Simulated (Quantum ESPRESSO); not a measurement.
Simulation results for Si3BC3N (made-up cell)

Calculation on a made-up crystal cell, not a measurement: periodic Kohn-Sham density functional theory in plane waves with PseudoDojo standard norm-conserving scalar-relativistic pseudopotentials, each functional with its own files (v0.5 for PBE, v0.4.1 for LDA and PBEsol), no spin polarisation, no spin-orbit coupling, atoms not relaxed, stress positive in tension, energies less a fixed whole-eV offset for each atom's element; levels are Kohn-Sham levels at fractions of this cell's reciprocal vectors, counted from the reference band (half the neutral cell's valence electrons, rounded up) at Gamma; error bars cover cutoff and k-mesh only, not smearing or the files; added strain carries the atoms with the cell, and shear is the tensor component; each bar is the largest change over components, and at least 0.002 eV, 0.002 eV per angstrom or 0.02 GPa; energies are for the whole cell, and the offsets were chosen from early runs and are not element reference energies. Program: Quantum ESPRESSO 7.5.

Common to all runs: lattice type zincblende/diamond; functional pbe; cutoff 1143 eV; fermi dirac smearing 0.025 eV; scf tolerance 1e-07 eV; electrons removed 0; added strain kind zz; k mesh 4 x 4 x 4, shifted by half a step.

(1) Si3BC3N (made-up cell)

Unstrained structure:
```
Si3BC3N
1.0
      4.5046     0.0607    -0.0229
      0.0607     4.4613    -0.0213
     -0.0229    -0.0213     4.3749
B Si C N C
1 3 2 1 1
Direct
  -0.01109 0.01371 -0.00077
  -0.00079 0.49332 0.51096
  0.50348 -0.00824 0.49308
  0.50112 0.52210 -0.01648
  0.23747 0.27553 0.25914
  0.23663 0.73593 0.75972
  0.74783 0.24942 0.74805
  0.76121 0.76132 0.25209
```

| Item | Value |
| --- | --- |
| added strain | -0.021 |
| structure shown | before the added strain of -0.021 |
| free energy less offsets | -3.536 eV |
| smearing term minus ts | 0 eV |
| scf iterations | 12 |
| pressure | -21.2 GPa |
| stress xx | 25.17 GPa |
| stress yy | 24.53 GPa |
| stress zz | 13.9 GPa |
| stress yz | -3.605 GPa |
| stress xz | -2.285 GPa |
| stress xy | 7.769 GPa |
| reference band | 16 |
| error bar energy | 0.004178 eV |
| error bar stress | 0.02527 GPa |
| error bar force | 0.002588 eV/Å |
| error bar next band up | 0.002 eV |
| error bars from | tighter rerun of a related cell |

Atoms:
```csv
atoms element,atom site,atom energy offset (eV)
B,1,-79
Si,2,-115
Si,3,-115
Si,4,-115
C,5,-163
C,6,-163
N,7,-283
C,8,-163
```

Forces:
```csv
site,x (eV/Å),y (eV/Å),z (eV/Å)
1,0.9788,-0.7868,0.9979
2,-0.3714,1.22,-0.5779
3,-1.84,0.8762,0.04067
4,0.01505,-1.468,2.923
5,1.262,-2.953,-2.087
6,-0.6082,3.334,-0.4863
7,0.3787,-0.5255,0.7318
8,0.1855,0.304,-1.542
```

Levels:
```csv
level k point,next band up (eV)
Gamma,1.058
"(1/2,1/2,1/2)",2.488
"(0.15,0,0)",1.474
"(0,0.15,0)",1.554
"(0,0,0.15)",1.447
```

(2) Si3BC3N (made-up cell)

Structure as in entry 1.

| Quantity | Value |
| --- | --- |
| added strain | -0.0123 |
| structure shown | before the added strain of -0.0123 |
| free energy less offsets | -3.464 eV |
| smearing term minus ts | 0 eV |
| scf iterations | 12 |
| pressure | -22.37 GPa |
| stress xx | 25.64 GPa |
| stress yy | 25.03 GPa |
| stress zz | 16.44 GPa |
| stress yz | -3.446 GPa |
| stress xz | -2.249 GPa |
| stress xy | 7.561 GPa |
| reference band | 16 |
| error bar energy | 0.004178 eV |
| error bar stress | 0.02527 GPa |
| error bar force | 0.002588 eV/Å |
| error bar next band up | 0.002 eV |
| error bars from | tighter rerun of a related cell |

Atoms:
```csv
atoms element,atom site,atom energy offset (eV)
B,1,-79
Si,2,-115
Si,3,-115
Si,4,-115
C,5,-163
C,6,-163
N,7,-283
C,8,-163
```

Forces:
```csv
site,x (eV/Å),y (eV/Å),z (eV/Å)
1,0.9687,-0.7851,1.003
2,-0.3342,1.2,-0.6153
3,-1.793,0.8579,0.006932
4,7.674e-05,-1.432,2.913
5,1.222,-2.876,-2.042
6,-0.5851,3.241,-0.4798
7,0.3672,-0.5028,0.7277
8,0.1545,0.2965,-1.514
```

Levels:
```csv
level k point,next band up (eV)
Gamma,1.093
"(1/2,1/2,1/2)",2.48
"(0.15,0,0)",1.508
"(0,0.15,0)",1.595
"(0,0,0.15)",1.486
```

(3) Si3BC3N (made-up cell)

Structure as in entry 1.

| Quantity | Value |
| --- | --- |
| added strain | -0.0091 |
| structure shown | before the added strain of -0.0091 |
| free energy less offsets | -3.434 eV |
| smearing term minus ts | 0 eV |
| scf iterations | 12 |
| pressure | -22.79 GPa |
| stress xx | 25.8 GPa |
| stress yy | 25.19 GPa |
| stress zz | 17.36 GPa |
| stress yz | -3.392 GPa |
| stress xz | -2.237 GPa |
| stress xy | 7.484 GPa |
| reference band | 16 |
| error bar energy | 0.004178 eV |
| error bar stress | 0.02527 GPa |
| error bar force | 0.002588 eV/Å |
| error bar next band up | 0.002 eV |
| error bars from | tighter rerun of a related cell |

Atoms:
```csv
atoms element,atom site,atom energy offset (eV)
B,1,-79
Si,2,-115
Si,3,-115
Si,4,-115
C,5,-163
C,6,-163
N,7,-283
C,8,-163
```

Forces:
```csv
site,x (eV/Å),y (eV/Å),z (eV/Å)
1,0.9653,-0.7841,1.005
2,-0.3206,1.192,-0.6312
3,-1.777,0.8516,-0.005506
4,-0.005724,-1.418,2.909
5,1.207,-2.848,-2.024
6,-0.5755,3.208,-0.4753
7,0.3631,-0.4946,0.7266
8,0.1434,0.2932,-1.505
```

Levels:
```csv
level k point,next band up (eV)
Gamma,1.106
"(1/2,1/2,1/2)",2.477
"(0.15,0,0)",1.52
"(0,0.15,0)",1.609
"(0,0,0.15)",1.5
```

(4) Si3BC3N (made-up cell)

Structure as in entry 1.

| Quantity | Value |
| --- | --- |
| added strain | -0.0063 |
| structure shown | before the added strain of -0.0063 |
| free energy less offsets | -3.407 eV |
| smearing term minus ts | 0 eV |
| scf iterations | 12 |
| pressure | -23.14 GPa |
| stress xx | 25.94 GPa |
| stress yy | 25.33 GPa |
| stress zz | 18.16 GPa |
| stress yz | -3.343 GPa |
| stress xz | -2.227 GPa |
| stress xy | 7.419 GPa |
| reference band | 16 |
| error bar energy | 0.004178 eV |
| error bar stress | 0.02527 GPa |
| error bar force | 0.002588 eV/Å |
| error bar next band up | 0.002 eV |
| error bars from | tighter rerun of a related cell |

Atoms:
```csv
atoms element,atom site,atom energy offset (eV)
B,1,-79
Si,2,-115
Si,3,-115
Si,4,-115
C,5,-163
C,6,-163
N,7,-283
C,8,-163
```

Forces:
```csv
site,x (eV/Å),y (eV/Å),z (eV/Å)
1,0.9626,-0.7834,1.007
2,-0.3084,1.186,-0.6427
3,-1.762,0.8461,-0.0157
4,-0.009592,-1.407,2.906
5,1.194,-2.823,-2.008
6,-0.5694,3.18,-0.4752
7,0.3596,-0.4876,0.7243
8,0.1338,0.2904,-1.496
```

Levels:
```csv
level k point,next band up (eV)
Gamma,1.117
"(1/2,1/2,1/2)",2.473
"(0.15,0,0)",1.53
"(0,0.15,0)",1.621
"(0,0,0.15)",1.512
```

(5) Si3BC3N (made-up cell)

Structure as in entry 1.

| Quantity | Value |
| --- | --- |
| added strain | 0.0033 |
| structure shown | before the added strain of 0.0033 |
| free energy less offsets | -3.304 eV |
| smearing term minus ts | 0 eV |
| scf iterations | 12 |
| pressure | -24.33 GPa |
| stress xx | 26.35 GPa |
| stress yy | 25.76 GPa |
| stress zz | 20.89 GPa |
| stress yz | -3.179 GPa |
| stress xz | -2.186 GPa |
| stress xy | 7.199 GPa |
| reference band | 16 |
| error bar energy | 0.004178 eV |
| error bar stress | 0.02527 GPa |
| error bar force | 0.002588 eV/Å |
| error bar next band up | 0.002 eV |
| error bars from | tighter rerun of this cell |

Atoms:
```csv
atoms element,atom site,atom energy offset (eV)
B,1,-79
Si,2,-115
Si,3,-115
Si,4,-115
C,5,-163
C,6,-163
N,7,-283
C,8,-163
```

Forces:
```csv
site,x (eV/Å),y (eV/Å),z (eV/Å)
1,0.9526,-0.7818,1.011
2,-0.2692,1.164,-0.6819
3,-1.713,0.8268,-0.05162
4,-0.02621,-1.368,2.891
5,1.151,-2.742,-1.956
6,-0.5445,3.081,-0.4674
7,0.3471,-0.4631,0.7185
8,0.1019,0.2825,-1.464
```

Levels:
```csv
level k point,next band up (eV)
Gamma,1.15
"(1/2,1/2,1/2)",2.455
"(0.15,0,0)",1.561
"(0,0.15,0)",1.659
"(0,0,0.15)",1.549
```

(6) Si3BC3N (made-up cell)

Structure as in entry 1.

| Quantity | Value |
| --- | --- |
| added strain | 0.0081 |
| structure shown | before the added strain of 0.0081 |
| free energy less offsets | -3.248 eV |
| smearing term minus ts | 0 eV |
| scf iterations | 12 |
| pressure | -24.91 GPa |
| stress xx | 26.53 GPa |
| stress yy | 25.95 GPa |
| stress zz | 22.24 GPa |
| stress yz | -3.096 GPa |
| stress xz | -2.166 GPa |
| stress xy | 7.091 GPa |
| reference band | 16 |
| error bar energy | 0.004178 eV |
| error bar stress | 0.02527 GPa |
| error bar force | 0.002588 eV/Å |
| error bar next band up | 0.002 eV |
| error bars from | tighter rerun of a related cell |

Atoms:
```csv
atoms element,atom site,atom energy offset (eV)
B,1,-79
Si,2,-115
Si,3,-115
Si,4,-115
C,5,-163
C,6,-163
N,7,-283
C,8,-163
```

Forces:
```csv
site,x (eV/Å),y (eV/Å),z (eV/Å)
1,0.9478,-0.7809,1.013
2,-0.2497,1.153,-0.7015
3,-1.689,0.8175,-0.06923
4,-0.03355,-1.349,2.884
5,1.13,-2.702,-1.929
6,-0.533,3.034,-0.4643
7,0.3411,-0.4511,0.7155
8,0.08643,0.2782,-1.449
```

Levels:
```csv
level k point,next band up (eV)
Gamma,1.164
"(1/2,1/2,1/2)",2.442
"(0.15,0,0)",1.574
"(0,0.15,0)",1.675
"(0,0,0.15)",1.565
```
